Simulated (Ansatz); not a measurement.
SiGe in space group R-3m (No. 166; Si on 6c, Ge on 6c) at seven volumes, PBEsol (plane waves, PAW; program Ansatz), shape and atoms relaxed at each. One row is withheld.

```csv
V (Å³/atom),P (GPa)
19.360,9.44
19.998,5.76
20.637,?
21.275,0.00
21.913,-2.24
22.551,-4.13
23.190,-5.72
```

Fit the shown pressures and predict the withheld one.

Third-order Birch–Murnaghan: P = (3/2)B₀(x^(7/2) − x^(5/2))[1 + (3/4)(B′ − 4)(x − 1)] with x = (V₀/V)^(2/3). Least squares on the six rows gives V₀ = 21.274 Å³/atom, B₀ = 80.77 GPa, B′ = 4.55. At V = 20.637, x = 1.0205 and P = 2.63 GPa. The run itself gave 2.64 GPa.

The start of the workflow was typed in or built on a structure type; neither database checked (COD, Materials Project) lists it. Its standing as an ambient phase is unchecked. The PBEsol relaxation kept the symmetry of its start; its stability against distortions is not shown here.

Potentials: the earlier of the program's two PAW sets. The files were generated under PBE; for other functionals the program regenerates the frozen cores, and for LDA and PBEsol the local potential too.
